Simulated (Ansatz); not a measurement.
The cell below belongs to a search over invented structures; it isn't taken from experiment.

Input and command of a plane-wave DFT calculation in Ansatz:

```yaml
crystal:
  lattice:
    - [0.0, 5.1155, 5.1155]
    - [5.1155, 0.0, 5.1155]
    - [5.1155, 5.1155, 0.0]
  atoms:
    - { symbol: Ca, position: [0.25, 0.25, 0.25] }
    - { symbol: Ca, position: [0.75, 0.75, 0.75] }
    - { symbol: Fe, position: [0.0, 0.0, 0.0], spin: 4.0 }
    - { symbol: Cu, position: [0.5, 0.5, 0.5], spin: 1.0 }
    - { symbol: C, position: [0.8105757, 0.1894243, 0.1894243] }
    - { symbol: C, position: [0.1894243, 0.8105757, 0.1894243] }
    - { symbol: C, position: [0.1894243, 0.1894243, 0.8105757] }
    - { symbol: C, position: [0.1894243, 0.8105757, 0.8105757] }
    - { symbol: C, position: [0.8105757, 0.1894243, 0.8105757] }
    - { symbol: C, position: [0.8105757, 0.8105757, 0.1894243] }
    - { symbol: "N", position: [0.69621738, 0.30378262, 0.30378262] }
    - { symbol: "N", position: [0.30378262, 0.69621738, 0.30378262] }
    - { symbol: "N", position: [0.30378262, 0.30378262, 0.69621738] }
    - { symbol: "N", position: [0.30378262, 0.69621738, 0.69621738] }
    - { symbol: "N", position: [0.69621738, 0.30378262, 0.69621738] }
    - { symbol: "N", position: [0.69621738, 0.69621738, 0.30378262] }
basis:
  ecutwfc: 420
kpoints:
  mp_grid: { grid: [4, 4, 4] }
hamiltonian:
  xc: pbe
scf:
  occupations: { method: gaussian, width: 0.1 }
  lower_state_search: "off"
output:
  forces: true
  stress: true
  eigenvalues: true
  populations: true
magnetization:
  spin_polarized: true
relax:
  adjacent_minimum: "off"
  f_tol: 0.04
  max_steps: 70
  cell: { stress_tol: 0.4 }
```

```bash
ansatz run input.yaml --threads 1 --pin off --max-ram 2560MiB --backend cpu --events-out ev --progress --plain --runs-dir out
```

Processor: Arm Neoverse V1, 1 thread, on a host shared with other jobs.

Estimate time, memory and problem size.

About 3.6 min, peak memory 0.79 GiB. It solves 73 bands at 8 k points (after reduction by symmetry) with about 5521 plane waves (on the last cell), in 89 SCF iterations over 5 ionic steps.
